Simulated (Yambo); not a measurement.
G0W0@LDA for Au₂S (space group Pn-3m, No. 224) in Yambo. Reference settings: 2×2×2 Γ-centred k mesh, bands 17 to 286 and a 8 Ry block in the screening, 286 bands in G with the Bruneval-Gonze terminator, plasmon pole fitted at 27.2 eV. The LDA gap Γ → Γ on this mesh is 2.00 eV; G0W0 gaps are taken between the same points.

Gap (Γ → Γ) in eV against the number of bands and the screening block, terminator on:

```
bands (W and G)   2 Ry   3 Ry   5 Ry   6 Ry   8 Ry
---------------  -----  -----  -----  -----  -----
78               2.708  2.708  2.723  2.734  2.757
115              2.599  2.604  2.651  2.667  2.700
165              2.573  2.581  2.646  2.669  2.711
225              2.553  2.562  2.629  2.654  2.704
286              2.540  2.548  2.611  2.639  2.690
```

Rough cost of the Yambo step against the reference (shared machines):

```json
[
 {"bands (W and G)": "78", "2 Ry": "1/7", "3 Ry": "1/7", "5 Ry": "1/6", "6 Ry": "1/6", "8 Ry": "1/4"},
 {"bands (W and G)": "115", "2 Ry": "1/5", "3 Ry": "1/5", "5 Ry": "1/4", "6 Ry": "1/4", "8 Ry": "1/3"},
 {"bands (W and G)": "165", "2 Ry": "1/3", "3 Ry": "1/3", "5 Ry": "1/3", "6 Ry": "1/3", "8 Ry": "~1"},
 {"bands (W and G)": "225", "2 Ry": "1/2", "3 Ry": "1/2", "5 Ry": "1/2", "6 Ry": "~1", "8 Ry": "~1"},
 {"bands (W and G)": "286", "2 Ry": "~1", "3 Ry": "~1", "5 Ry": "~1", "6 Ry": "~1", "8 Ry": "1"}
]
```

At the largest block the last step in bands moves the gap by -0.014 eV; at the most bands the last step in the block moves it by 0.051 eV.

Spin-orbit coupling is left out, which matters for elements this heavy: edges can move by tenths of an eV.

Geometry of the Materials Project entry, not relaxed at this level; primitive cell a = b = c = 5.274 Å, α = β = γ = 90.00°.
